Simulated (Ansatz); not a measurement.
Te₂W:
```yaml
crystal:
  lattice:
    - [3.47132, 0.00000, 0.00000]
    - [-1.73566, 3.00625, 0.00000]
    - [0.00000, 0.00000, 34.00000]
  atoms:
    - { symbol: Te, position: [0.33333, 0.66667, 0.44701] }
    - { symbol: Te, position: [0.33333, 0.66667, 0.55299] }
    - { symbol: W, position: [0.66667, 0.33333, 0.50000] }
```
The layer is periodic in x and y and isolated along z.

Relaxed with LDA.

Task: Tabulate the total density of states from the program Ansatz at the LDA level (PAW).

Result: States/eV per cell of 3 atoms, means over 0.25 eV bins, energy of the bin centre from the valence-band maximum.

| E (eV) | total |
|---|---|
| -7.90 | 0.00 |
| -7.65 | 0.00 |
| -7.40 | 0.00 |
| -7.15 | 0.00 |
| -6.90 | 0.00 |
| -6.65 | 0.00 |
| -6.40 | 0.00 |
| -6.15 | 0.30 |
| -5.90 | 0.78 |
| -5.65 | 1.30 |
| -5.40 | 1.81 |
| -5.15 | 1.37 |
| -4.90 | 3.37 |
| -4.65 | 2.24 |
| -4.40 | 0.74 |
| -4.15 | 1.22 |
| -3.90 | 2.62 |
| -3.65 | 4.13 |
| -3.40 | 0.88 |
| -3.15 | 2.91 |
| -2.90 | 2.46 |
| -2.65 | 2.52 |
| -2.40 | 2.44 |
| -2.15 | 1.63 |
| -1.90 | 3.58 |
| -1.65 | 3.78 |
| -1.40 | 3.75 |
| -1.15 | 2.40 |
| -0.90 | 2.46 |
| -0.65 | 2.94 |
| -0.40 | 3.64 |
| -0.15 | 0.74 |
| 0.10 | 0.01 |
| 0.35 | 0.00 |
| 0.60 | 0.00 |
| 0.85 | 0.00 |
| 1.10 | 0.00 |
| 1.35 | 1.27 |
| 1.60 | 3.47 |
| 1.85 | 2.29 |
| 2.10 | 4.92 |
| 2.35 | 4.33 |
| 2.60 | 3.05 |
| 2.85 | 1.89 |
| 3.10 | 1.47 |
| 3.35 | 1.29 |
| 3.60 | 1.63 |
| 3.85 | 4.11 |
| 4.10 | 3.19 |
| 4.35 | 1.76 |
| 4.60 | 1.84 |
| 4.85 | 1.55 |

Space group P-6m2 (1H). The layer was cut from a bulk entry of the Materials Project (measured or hypothetical); whether that bulk phase is the ambient one, and whether the layer has been isolated, was not checked. Symmetry was held in the LDA relaxation; its stability against distortions is not shown here. No spin polarisation was allowed. Scalar-relativistic: spin–orbit coupling is off unless named, which matters more the heavier the elements.

Potentials: the later of the program's two PAW sets.
